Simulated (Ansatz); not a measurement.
CsPbBr$_{3}$:
```xyz
20
Lattice="8.4568 0.0000 0.0000 0.0000 11.8071 0.0000 0.0000 0.0000 8.1245" Properties=species:S:1:pos:R:3 pbc="T T T"
Pb     0.0000     5.9035     0.0000
Pb     4.2284     5.9035     4.0623
Pb     4.2284     0.0000     4.0623
Pb     0.0000     0.0000     0.0000
Cs     4.7505     2.9518     0.1513
Cs     7.9347     8.8553     4.2136
Cs     0.5221     2.9518     3.9110
Cs     3.7063     8.8553     7.9733
Br     2.5123     5.4855     1.6205
Br     1.7162     6.3216     5.6827
Br     6.7407     0.4181     2.4418
Br     5.9446    11.3890     6.5041
Br     5.9446     6.3216     6.5041
Br     6.7407     5.4855     2.4418
Br     1.7162    11.3890     5.6827
Br     2.5123     0.4181     1.6205
Br     0.0716     8.8553     0.5533
Br     4.1568     2.9518     4.6156
Br     4.3000     8.8553     3.5090
Br     8.3853     2.9518     7.5713
```

Relaxed with plane-wave PAW r²SCAN (Ansatz code). Indices refer to the conventional cell of Pnma, a = 8.4568 Å, b = 11.8071 Å, c = 8.1245 Å, α = β = γ = 90.00°.

**Question.** Simulate the powder diffraction pattern (Ag Kα, λ = 0.560885 Å; lines above 1 %) up to 2θ = 30°.

**Answer.** Simulated powder pattern, Ag Kα, λ = 0.560885 Å (kinematic, ideal powder, no thermal factors, no anomalous dispersion; the 30 strongest lines at most, above 1 %, up to 2θ = 30°):

```
2θ (°)  d (Å)  I/Imax (%)          hkl
------  -----  ----------  -----------
5.45    5.904          19        (020)
5.49    5.859          40        (101)
7.61    4.228          28        (200)
7.73    4.159         100        (121)
7.92    4.062          27        (002)
9.20    3.497          12        (112)
10.90   2.952          55        (040)
10.99   2.929          84        (202)
12.09   2.663          22        (301)
12.21   2.636          14        (141)
12.27   2.624          16        (222)
12.39   2.598          11        (311)
13.27   2.428          24        (321)
13.31   2.420          21        (240)
13.49   2.388          22        (042)
13.63   2.363          50        (123)
15.25   2.114          11        (400)
15.50   2.079          57        (242)
15.87   2.031         9.9        (004)
16.31   1.977          18        (341)
17.29   1.865          15        (161)
18.78   1.719          10        (440)
19.30   1.673          10        (044)
20.41   1.583          14  (442)+(361)
20.65   1.564          14        (163)
20.98   1.540          13        (125)
22.40   1.444          10        (541)
23.64   1.369          16        (325)
24.57   1.318         9.5        (282)
25.11   1.290          11        (543)
```

Symmetry was held in the r²SCAN relaxation. Spin–orbit coupling is left out wherever it is not named.

Potentials: the later of the program's two PAW sets.
